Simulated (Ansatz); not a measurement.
This cell of Al$_{2}$O$_{3}$ (corundum) is off equilibrium:

```yaml
crystal:
  lattice:
    - [2.41021, 1.39154, 4.38074]
    - [-2.41021, 1.39154, 4.38074]
    - [0.00000, -2.78307, 4.38074]
  atoms:
    - { symbol: Al, position: [0.35212, 0.35212, 0.35212] }
    - { symbol: Al, position: [0.14788, 0.14788, 0.14788] }
    - { symbol: Al, position: [0.64788, 0.64788, 0.64788] }
    - { symbol: Al, position: [0.85212, 0.85212, 0.85212] }
    - { symbol: O, position: [0.55556, 0.94444, 0.25000] }
    - { symbol: O, position: [0.25000, 0.55556, 0.94444] }
    - { symbol: O, position: [0.94444, 0.25000, 0.55556] }
    - { symbol: O, position: [0.44444, 0.05556, 0.75000] }
    - { symbol: O, position: [0.75000, 0.44444, 0.05556] }
    - { symbol: O, position: [0.05556, 0.75000, 0.44444] }
```

Computed with PBEsol (plane waves to 420 eV, PAW, scalar-relativistic; Ansatz, a quantum-chemistry and plane-wave program). k mesh 8×8×8 (Γ-centred), Fermi-Dirac smearing 0.05 eV. The energy includes the smearing's −TS. Compression counts positive. Al2O3 was relaxed with its symmetry unable to fall. The PAW data are Ansatz's earlier set.

Question: What is the stress tensor (GPa)?

Answer: 
```
   -6.9      0.0      0.0
    0.0     -6.9      0.0
    0.0      0.0     -6.5
```
The pressure, a third of the trace, is -6.8 GPa.

Question: It is the relaxed cell scaled evenly to V/V₀ = 1.030, atoms relaxed where free. What is its energy relative to the relaxed cell?

Answer: 5.5 meV/atom.

(Under strain, the slope of the energy per volume gives the stress and its curvature an elastic modulus.)
